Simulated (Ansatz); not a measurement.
With r²SCAN in the plane-wave PAW code Ansatz, ScAlN2 in the trigonal phase (P3m1; Sc on 1b, N on 1b, Al on 1c, N on 1c) relaxes to a = 3.323 Å, c = 5.169 Å. Al has 4 nearest neighbours from 1.88 Å (tetrahedral); N on 1c has 4 nearest neighbours from 1.88 Å (tetrahedral). Its formation energy from the elements is -1.65 eV/atom, with no fitted shifts.

It is gapped at this level: 3.60 eV (direct). The valence maximum lies at H and the conduction minimum at H (2 equivalent valleys). HSE06 on the same cell gives 4.46 eV. The electron mass is 0.54, 0.54, 14 mₑ (principal values). The hole mass is 3.5, 3.5, 15 mₑ (principal values).

The relaxed-ion elastic constants in GPa are C11 = 279, C12 = 122, C13 = 131, C14 = -3.7, C33 = 207, C44 = 73.5. The elastic constants imply a Debye temperature near 655 K. Bader charges are Sc +1.87, N -2.33 to -1.99, Al +2.46 e.

The start of the workflow was typed in or built on a structure type; neither database checked (COD, Materials Project) lists it. Whether it is the stable phase at ambient conditions was not checked. The r²SCAN relaxation kept the symmetry of its start; its stability against distortions is not shown here. The run is not spin-polarised. The references are the lowest solids computed at this level, not always the standard phases (solids in place of the gases).

Potentials: the earlier of the program's two PAW sets. The files were generated under PBE; for other functionals the program regenerates the frozen cores, and for LDA and PBEsol the local potential too.
